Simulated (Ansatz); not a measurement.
Ca:
Space group Pm-3m (No. 221); a = 3.493 Å, b = 3.493 Å, c = 3.493 Å, α = 90.00°, β = 90.00°, γ = 90.00°

```tsv
atom	site	symmetry	x	y	z
Ca	1a	m-3m	0.0000	0.0000	0.0000
```

This is the r²SCAN-relaxed structure.

Task: All from the program Ansatz at the r²SCAN level (PAW), unless another level is named. Predict the bulk modulus (Birch–Murnaghan fit).

Result: 10.9 GPa.

Task: And the elastic constants (relaxed ions, GPa)?

Result: C11 = 52.6, C12 = -9.5, C44 = -9.2.

This is a known high-pressure phase of the composition, computed here at zero pressure and temperature. The cell was relaxed with r²SCAN under the symmetry of its start. At this level the phase is dynamically unstable (imaginary phonons). As this level gives no gap, shear constants depend on the k-mesh and smearing (Fermi–Dirac, 0.1 eV here).

Potentials: the later of the program's two PAW sets.
